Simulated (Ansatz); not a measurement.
AlPd₃N:
```xyz
5
Lattice="4.1312 0.0000 0.0000 0.0000 4.1312 0.0000 0.0000 0.0000 4.1312" Properties=species:S:1:pos:R:3 pbc="T T T"
Al     0.0000     0.0000     0.0000
Pd     0.0000     2.0656     2.0656
Pd     2.0656     0.0000     2.0656
Pd     2.0656     2.0656     0.0000
N      2.0656     2.0656     2.0656
```

Relaxed with PBE. Special points in fractions of this cell's reciprocal vectors: Γ (0.000, 0.000, 0.000); X (0.000, 0.500, 0.000); M (0.500, 0.500, 0.000); R (0.500, 0.500, 0.500).

**Question.** List the band energies nearest the Fermi level at these points for the program Ansatz at the PBE with spin–orbit coupling level (PAW).

**Answer.** In eV from the Fermi level; about four levels below and three above (degenerate sets whole), none deeper than 8.9 eV; points with the same levels are listed once.

```csv
k,below,above
Γ,-1.27 -1.27 -1.27 -1.27,0.79 0.79 1.18 1.18
X,-1.25 -1.25 -1.12 -1.12,0.95 0.95 1.19 1.19
M,-0.61 -0.61 -0.37 -0.37,2.06 2.06 3.45 3.45
R,-1.45 -1.45 -1.45 -1.45,0.88 0.88 0.89 0.89 0.89 0.89
```

Space group Pm-3m (anti-perovskite). The start of the workflow was typed in or built on a structure type; neither database checked (COD, Materials Project) lists it. Its standing as an ambient phase is unchecked. The PBE relaxation kept the symmetry of its start; whether a distortion lowers the energy is not shown. The run is not spin-polarised. The volume moved by 19 % from the start of the relaxation.

Potentials: the earlier of the program's two PAW sets.
